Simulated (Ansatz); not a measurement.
Phonons of WC

Level of theory: DFT, PBEsol, scalar-relativistic, no spin polarisation; plane waves to 420 eV with PAW datasets (Ansatz 0.2.0), Gaussian smearing of 0.15 eV. The datasets are Ansatz's generated set soft_2.

```
W C
1.0
     2.89844    0.00000    0.00000
    -1.44922    2.51012    0.00000
     0.00000    0.00000    2.82803
W C
1 1
Direct
  0.00000 0.00000 0.00000
  0.66667 0.33333 0.50000
```

The chain of runs began from a measured cell (COD), expanded in volume.

Force constants come from finite displacements in a 3×3×3 supercell (the unit cell's 15×15×12 k-mesh, folded to it); the long-range dipole term is not included. Points in reciprocal vectors of this cell: Γ = (0.000, 0.000, 0.000), M = (0.500, 0.000, 0.000), K = (0.333, 0.333, 0.000), A = (0.000, 0.000, 0.500), L = (0.500, 0.000, 0.500), H = (0.333, 0.333, 0.500).

Is the structure dynamically stable along this path, and where does the spectrum end?

Yes: no branch is imaginary beyond numerical noise. The highest frequency is 776 cm⁻¹, at A. Points that don't fit the supercell are interpolated.

Frequencies at the named points (cm⁻¹, imaginary ones negative):
```tsv
point	ω (cm⁻¹)
Γ	0 0 0 592 624 624
M	170 190 269 600 649 706
K	200 223 243 617 654 678
A	181 181 295 539 539 776
L	210 233 250 633 669 685
H	218 220 247 640 658 690
```

What does the harmonic approximation give for the vibrational free energy, entropy and heat capacity?

Zero-point energy 79.3 meV/atom.
| T (K) | F_vib (meV/atom) | S (J/K per mole of atoms) | C_V (J/K per mole of atoms) |
| --- | --- | --- | --- |
| 100 | 78.4 | 3.1 | 6.5 |
| 200 | 71.7 | 9.7 | 13.0 |
| 300 | 58.4 | 15.9 | 17.4 |
| 400 | 39.0 | 21.3 | 20.0 |
| 500 | 14.5 | 25.9 | 21.5 |
| 600 | -14.5 | 30.0 | 22.5 |
| 700 | -47.4 | 33.5 | 23.1 |
| 800 | -83.8 | 36.6 | 23.5 |
| 900 | -123.1 | 39.4 | 23.8 |
| 1000 | -165.2 | 41.9 | 24.0 |

The highest mode, 776 cm⁻¹, is worth 1120 K. At 300 K the heat capacity has reached 70 % of the classical limit 3R = 24.9 J/K per mole of atoms, since the stiffer modes are still partly frozen out.

The crystal is a metal or nearly so; low and unstable modes depend on mesh and smearing.

It ran for 11 min on 4 threads of Arm Neoverse V2 (shared host), peak memory 6.1 GiB.

Scalar-relativistic only: spin–orbit splittings of the heavy atoms' levels are missing.
